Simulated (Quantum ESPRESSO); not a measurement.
Al5GaMgSiN8, finding a planted mistake in a log

A calculation, not a measurement. The program is pw.x of Quantum ESPRESSO 7.5 (plane-wave density functional theory). The cell is made up: 16 atoms on a doubled wurtzite lattice, with randomly drawn elements, strain and displacements, not relaxed. PseudoDojo standard norm-conserving files (v0.5 for PBE, v0.4.1 for LDA and PBEsol) set the functional; there is no spin polarisation, spin-orbit coupling or dispersion term, and the masses in the input are unused placeholders.

Intended input:

```
&control calculation='scf', pseudo_dir='./dojo.nc.sr.pbe.v0_5.standard.upf', outdir='./o', disk_io='medium', tprnfor=.true., tstress=.true. /
&system ibrav=0, nat=16, ntyp=5, nbnd=47, ecutwfc=84.00895049, nosym=.true., tot_charge=0,
 occupations='smearing', smearing='fd', degauss=0.0018374661
/
&electrons conv_thr=7.350e-09, electron_maxstep=60, /
ATOMIC_SPECIES
Al 1.0 Al.upf
Ga 1.0 Ga.upf
Mg 1.0 Mg.upf
N 1.0 N.upf
Si 1.0 Si.upf
CELL_PARAMETERS angstrom
3.0822 0.0 0.0
0.0 5.3385 0.0
0.0 0.0 10.0665
ATOMIC_POSITIONS angstrom
Al 0.0454 0.0156 -0.0249
Al 1.6653 2.6797 -0.0064
Al 1.5112 0.9692 2.4733
Ga 0.04 3.5345 2.5574
Al -0.0034 0.0316 5.0363
Al 1.5699 2.6665 5.1003
Mg 1.4968 0.9073 7.5493
Si 0.0444 3.5048 7.5186
N 0.0128 -0.0044 1.8758
N 1.429 2.6723 1.8873
N 1.5738 0.8213 4.4042
N 0.0453 3.5221 4.3988
N -0.0242 0.0314 6.8531
N 1.5709 2.6296 6.9649
N 1.5144 0.9709 9.4024
N -0.0059 3.5154 9.3581
K_POINTS automatic
7 4 2 1 1 1
```

The log is shortened where brackets say so; the opening notice, blank lines, dates and the lines on written files are dropped, and the path of the files is cut. It prints rydbergs, bohrs and kilobars, and counts compression as positive stress. Where no state is partly filled, the Fermi energy that it prints is only some level between the filled and the empty states on the mesh, and need not lie in the true gap.

Log of the intended run:

```
     Program PWSCF v.7.5
     Parallel version (MPI & OpenMP), running on       1 processor cores
     Number of MPI processes:                 1
     Threads/MPI process:                     1
     [start-up lines left out]
     bravais-lattice index     =            0
     lattice parameter (alat)  =       5.8245  a.u.
     unit-cell volume          =    1117.7770 (a.u.)^3
     number of atoms/cell      =           16
     number of atomic types    =            5
     number of electrons       =        82.00
     number of Kohn-Sham states=           47
     kinetic-energy cutoff     =      84.0090  Ry
     charge density cutoff     =     336.0358  Ry
     scf convergence threshold =      7.3E-09
     mixing beta               =       0.7000
     number of iterations used =            8  plain     mixing
     Exchange-correlation= PBE
                           (   1   4   3   4   0   0   0)
     [axes and pseudopotential details left out]
   Cartesian axes
     site n.     atom                  positions (alat units)
         1        Al     tau(   1) = (   0.0147297   0.0050613  -0.0080786  )
         2        Al     tau(   2) = (   0.5402959   0.8694115  -0.0020764  )
         3        Al     tau(   3) = (   0.4902991   0.3144507   0.8024463  )
         4        Ga     tau(   4) = (   0.0129777   1.1467458   0.8297320  )
         5        Al     tau(   5) = (  -0.0011031   0.0102524   1.6339952  )
         6        Al     tau(   6) = (   0.5093440   0.8651288   1.6547596  )
         7        Mg     tau(   7) = (   0.4856271   0.2943677   2.4493219  )
         8        Si     tau(   8) = (   0.0144053   1.1371099   2.4393615  )
         9        N      tau(   9) = (   0.0041529  -0.0014276   0.6085913  )
        10        N      tau(  10) = (   0.4636299   0.8670106   0.6123224  )
        11        N      tau(  11) = (   0.5106093   0.2664655   1.4289144  )
        12        N      tau(  12) = (   0.0146973   1.1427227   1.4271624  )
        13        N      tau(  13) = (  -0.0078515   0.0101875   2.2234443  )
        14        N      tau(  14) = (   0.5096684   0.8531568   2.2597171  )
        15        N      tau(  15) = (   0.4913374   0.3150023   3.0505483  )
        16        N      tau(  16) = (  -0.0019142   1.1405490   3.0361755  )
     number of k points=    28  Fermi-Dirac smearing, width (Ry)=  0.0018
                       cart. coord. in units 2pi/alat
        k(    1) = (   0.0714286   0.0721691   0.0765460), wk =   0.0714286
        k(    2) = (   0.0714286   0.0721691  -0.0765460), wk =   0.0714286
     [further k points left out]
     Dense  grid:   116149 G-vectors     FFT dimensions: (  36,  60, 120)
     Estimated max dynamical RAM per process >     184.20 MB
     Initial potential from superposition of free atoms
     starting charge      81.9836, renormalised to      82.0000
     Starting wfcs are   70 randomized atomic wfcs
     total cpu time spent up to now is       17.5 secs
     per-process dynamical memory:   115.7 Mb
     Self-consistent Calculation
     iteration #  1     ecut=    84.01 Ry     beta= 0.70
     Davidson diagonalization with overlap
     ethr =  1.00E-02,  avg # of iterations =  3.1
     total cpu time spent up to now is       55.1 secs
     total energy              =    -468.37469172 Ry
     estimated scf accuracy    <       5.00219626 Ry
     iteration #  2     ecut=    84.01 Ry     beta= 0.70
     Davidson diagonalization with overlap
     ethr =  6.10E-03,  avg # of iterations =  2.5
     total cpu time spent up to now is       88.9 secs
     total energy              =    -469.81520551 Ry
     estimated scf accuracy    <       3.90949228 Ry
     [iterations 3 to 13 left out]
     iteration # 14     ecut=    84.01 Ry     beta= 0.70
     Davidson diagonalization with overlap
     ethr =  2.95E-11,  avg # of iterations =  2.0
     total cpu time spent up to now is      511.3 secs
     total energy              =    -470.52600523 Ry
     estimated scf accuracy    <          9.7E-09 Ry
     iteration # 15     ecut=    84.01 Ry     beta= 0.70
     Davidson diagonalization with overlap
     ethr =  1.18E-11,  avg # of iterations =  2.0
     total cpu time spent up to now is      542.2 secs
     End of self-consistent calculation
     [lines on levels left out]
     the Fermi energy is    10.4386 ev
!    total energy              =    -470.52600523 Ry
     estimated scf accuracy    <          1.6E-09 Ry
     smearing contrib. (-TS)   =       0.00000000 Ry
     internal energy E=F+TS    =    -470.52600523 Ry
     The total energy is F=E-TS. E is the sum of the following terms:
     one-electron contribution =    -203.99392590 Ry
     hartree contribution      =     154.31441015 Ry
     xc contribution           =    -122.47805554 Ry
     ewald contribution        =    -298.36843394 Ry
     convergence has been achieved in  15 iterations
     Forces acting on atoms (cartesian axes, Ry/au):
     atom    1 type  1   force =    -0.03091241    0.04106118   -0.02238529
     atom    2 type  1   force =    -0.08966244   -0.05018757    0.01243974
     atom    3 type  1   force =     0.02172429   -0.09050268    0.02048115
     atom    4 type  2   force =    -0.09619623    0.06675956   -0.00766703
     atom    5 type  1   force =     0.02645887   -0.04869127   -0.01848724
     atom    6 type  1   force =     0.00809479   -0.02003087   -0.08371534
     atom    7 type  3   force =     0.01456830   -0.09913868   -0.00081668
     atom    8 type  5   force =    -0.01914463    0.12153123   -0.00306894
     atom    9 type  4   force =    -0.02234968    0.03222459   -0.00792546
     atom   10 type  4   force =     0.12014660   -0.02020482   -0.07622782
     atom   11 type  4   force =    -0.02864701    0.07525663   -0.01927291
     atom   12 type  4   force =    -0.01470492   -0.00022960    0.10586434
     atom   13 type  4   force =    -0.00310704   -0.20119069    0.02725017
     atom   14 type  4   force =     0.00415005    0.18779420   -0.00728602
     atom   15 type  4   force =     0.03598729   -0.04922849    0.13599267
     atom   16 type  4   force =     0.07359417    0.05477729   -0.05517533
     Total force =     0.472818     Total SCF correction =     0.000035
     Computing stress (Cartesian axis) and pressure
          total   stress  (Ry/bohr**3)                   (kbar)     P=      109.69
   0.00079380   0.00000136  -0.00013048          116.77        0.20      -19.19
   0.00000136   0.00069525   0.00001560            0.20      102.28        2.29
  -0.00013048   0.00001560   0.00074792          -19.19        2.29      110.02
     init_run     :     16.30s CPU     17.32s WALL (       1 calls)
     electrons    :    499.29s CPU    524.73s WALL (       1 calls)
     forces       :      6.81s CPU      6.90s WALL (       1 calls)
     stress       :     24.33s CPU     25.70s WALL (       1 calls)
     [timing details left out]
     PWSCF        :   9m 6.98s CPU   9m35.11s WALL
     JOB DONE.
```

A second run was made from an input with one planted mistake. Its log:

```
     Program PWSCF v.7.5
     Parallel version (MPI & OpenMP), running on       1 processor cores
     Number of MPI processes:                 1
     Threads/MPI process:                     1
     [start-up lines left out]
     bravais-lattice index     =            0
     lattice parameter (alat)  =       5.8245  a.u.
     unit-cell volume          =    1117.7770 (a.u.)^3
     number of atoms/cell      =           16
     number of atomic types    =            5
     number of electrons       =        83.00
     number of Kohn-Sham states=           48
     kinetic-energy cutoff     =      84.0090  Ry
     charge density cutoff     =     336.0358  Ry
     scf convergence threshold =      7.3E-09
     mixing beta               =       0.7000
     number of iterations used =            8  plain     mixing
     Exchange-correlation= PBE
                           (   1   4   3   4   0   0   0)
     [axes and pseudopotential details left out]
   Cartesian axes
     site n.     atom                  positions (alat units)
         1        Al     tau(   1) = (   0.0147297   0.0050613  -0.0080786  )
         2        Al     tau(   2) = (   0.5402959   0.8694115  -0.0020764  )
         3        Al     tau(   3) = (   0.4902991   0.3144507   0.8024463  )
         4        Ga     tau(   4) = (   0.0129777   1.1467458   0.8297320  )
         5        Al     tau(   5) = (  -0.0011031   0.0102524   1.6339952  )
         6        Al     tau(   6) = (   0.5093440   0.8651288   1.6547596  )
         7        Mg     tau(   7) = (   0.4856271   0.2943677   2.4493219  )
         8        Si     tau(   8) = (   0.0144053   1.1371099   2.4393615  )
         9        N      tau(   9) = (   0.0041529  -0.0014276   0.6085913  )
        10        N      tau(  10) = (   0.4636299   0.8670106   0.6123224  )
        11        N      tau(  11) = (   0.5106093   0.2664655   1.4289144  )
        12        N      tau(  12) = (   0.0146973   1.1427227   1.4271624  )
        13        N      tau(  13) = (  -0.0078515   0.0101875   2.2234443  )
        14        N      tau(  14) = (   0.5096684   0.8531568   2.2597171  )
        15        N      tau(  15) = (   0.4913374   0.3150023   3.0505483  )
        16        N      tau(  16) = (  -0.0019142   1.1405490   3.0361755  )
     number of k points=    28  Fermi-Dirac smearing, width (Ry)=  0.0018
                       cart. coord. in units 2pi/alat
        k(    1) = (   0.0714286   0.0721691   0.0765460), wk =   0.0714286
        k(    2) = (   0.0714286   0.0721691  -0.0765460), wk =   0.0714286
     [further k points left out]
     Dense  grid:   116149 G-vectors     FFT dimensions: (  36,  60, 120)
     Estimated max dynamical RAM per process >     185.33 MB
     Initial potential from superposition of free atoms
     starting charge      81.9836, renormalised to      83.0000
     Starting wfcs are   70 randomized atomic wfcs
     total cpu time spent up to now is       17.5 secs
     per-process dynamical memory:   115.9 Mb
     Self-consistent Calculation
     iteration #  1     ecut=    84.01 Ry     beta= 0.70
     Davidson diagonalization with overlap
     ethr =  1.00E-02,  avg # of iterations =  3.1
     total cpu time spent up to now is       54.1 secs
     total energy              =    -467.63963586 Ry
     estimated scf accuracy    <       4.49068184 Ry
     iteration #  2     ecut=    84.01 Ry     beta= 0.70
     Davidson diagonalization with overlap
     ethr =  5.41E-03,  avg # of iterations =  2.6
     total cpu time spent up to now is       89.2 secs
     total energy              =    -468.95252779 Ry
     estimated scf accuracy    <       3.65544375 Ry
     [iterations 3 to 14 left out]
     iteration # 15     ecut=    84.01 Ry     beta= 0.70
     Davidson diagonalization with overlap
     ethr =  4.33E-11,  avg # of iterations =  1.9
     total cpu time spent up to now is      533.3 secs
     total energy              =    -469.61611934 Ry
     estimated scf accuracy    <       0.00000001 Ry
     iteration # 16     ecut=    84.01 Ry     beta= 0.70
     Davidson diagonalization with overlap
     ethr =  1.22E-11,  avg # of iterations =  2.1
     total cpu time spent up to now is      563.8 secs
     End of self-consistent calculation
     [lines on levels left out]
     the Fermi energy is    12.7370 ev
!    total energy              =    -469.61611934 Ry
     estimated scf accuracy    <          1.0E-09 Ry
     smearing contrib. (-TS)   =      -0.00066627 Ry
     internal energy E=F+TS    =    -469.61545307 Ry
     The total energy is F=E-TS. E is the sum of the following terms:
     one-electron contribution =    -202.13686239 Ry
     hartree contribution      =     154.18059386 Ry
     xc contribution           =    -123.29075060 Ry
     ewald contribution        =    -298.36843394 Ry
     convergence has been achieved in  16 iterations
     Forces acting on atoms (cartesian axes, Ry/au):
     atom    1 type  1   force =    -0.03126047    0.02382110   -0.02283488
     atom    2 type  1   force =    -0.08575356   -0.03280348    0.01307285
     atom    3 type  1   force =     0.02199961   -0.07800563    0.02634694
     atom    4 type  2   force =    -0.09687595    0.05536410   -0.01249588
     atom    5 type  1   force =     0.02639503   -0.03559132   -0.00110000
     atom    6 type  1   force =     0.00860248   -0.03111259   -0.03663086
     atom    7 type  3   force =     0.01300096   -0.08126350   -0.01400103
     atom    8 type  5   force =    -0.01588092    0.07552374   -0.03381268
     atom    9 type  4   force =    -0.02212034    0.04036362   -0.00853804
     atom   10 type  4   force =     0.11427610   -0.02774209   -0.07020897
     atom   11 type  4   force =    -0.02891050    0.06196487   -0.03570070
     atom   12 type  4   force =    -0.01362249    0.01577384    0.08496496
     atom   13 type  4   force =    -0.00373069   -0.17806375    0.01812710
     atom   14 type  4   force =     0.00820942    0.18342596   -0.01091948
     atom   15 type  4   force =     0.03471267   -0.05204220    0.13543452
     atom   16 type  4   force =     0.07095865    0.06038732   -0.03170383
     Total force =     0.425828     Total SCF correction =     0.000115
     Computing stress (Cartesian axis) and pressure
          total   stress  (Ry/bohr**3)                   (kbar)     P=      274.12
   0.00198684   0.00000026  -0.00014547          292.27        0.04      -21.40
   0.00000026   0.00168163  -0.00003256            0.04      247.38       -4.79
  -0.00014547  -0.00003256   0.00192188          -21.40       -4.79      282.72
     init_run     :     15.89s CPU     17.32s WALL (       1 calls)
     electrons    :    521.01s CPU    546.24s WALL (       1 calls)
     forces       :      6.14s CPU      6.21s WALL (       1 calls)
     stress       :     19.36s CPU     20.07s WALL (       1 calls)
     [timing details left out]
     PWSCF        :   9m22.74s CPU   9m50.88s WALL
     JOB DONE.
```

Question: what was wrong in the second input?

Answer: the cell has the wrong charge. The input lines that differ, file-writing options aside:

```
- &system ibrav=0, nat=16, ntyp=5, nbnd=47, ecutwfc=84.00895049, nosym=.true., tot_charge=0,
+ &system ibrav=0, nat=16, ntyp=5, nbnd=48, ecutwfc=84.00895049, nosym=.true., tot_charge=-1,
```

|  | intended run | run with the mistake |
| --- | --- | --- |
| free energy (eV) | -6401.832 | -6389.453 |
| smearing term -TS (eV) | 0.0000 | -0.0091 |
| pressure (GPa) | 10.97 | 27.41 |
| largest force component (eV/Å) | 5.173 | 4.716 |
| largest change of a force component (eV/Å) |  | 1.211 |
| iterations | 15 | 16 |

For scale, a rerun of the intended cell at a cutoff of 1437 eV and k mesh 9 x 6 x 4 moved values by no more than 0.005 eV in energy, 0.02 GPa in stress and 0.004 eV/Å in force. The charged cell sits in a uniform background, so its energy and stress rest on the program's zero of potential. The number of bands, nbnd, was set by rule from the electron count and the smearing, so it follows the mistake.